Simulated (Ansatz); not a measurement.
One crystal and one scan (frozen-phonon scan) at two levels, PBE (plane waves to 420 eV, PAW, scalar-relativistic; Ansatz, a first-principles code) and r2SCAN (plane waves to 500 eV, PAW, scalar-relativistic; Ansatz), each from its own relaxed cell and on its own mesh.

The crystal is TiB$_{2}$ (AlB2 type, space group P6/mmm); a phonon pattern at L = (0.5, 0.0, 0.5) is frozen into a 6-atom cell, Q being the largest atomic displacement.

TiB2 is run without spin polarisation. TiB2 was relaxed with its symmetry unable to fall. With partly filled bands, energies and forces of such displacements shift with the k mesh and the smearing.

```json
[
 {"quantity": "Lattice constant a (Å)", "run 1": "3.025", "run 2": "3.032"},
 {"quantity": "Relaxed volume (Å³/atom)", "run 1": "8.51", "run 2": "8.56"},
 {"quantity": "Harmonic wavenumber from the curvature (finite differences) (cm⁻¹ (negative: imaginary))", "run 1": "607", "run 2": "591"}
]
```

Task: Which run is which level?

Result: Run 2 is PBE, run 1 is r2SCAN. PBE gives the higher value for: lattice constant a. PBE gives the lower value for: harmonic wavenumber from the curvature. They agree on: relaxed volume (within 0.6 %). Both give the same shape of the curve: a single well with its minimum at or next to zero displacement.

(For displaced atoms, the force is minus the slope of the energy, and its curvature is a force constant, which sets phonon frequencies.)
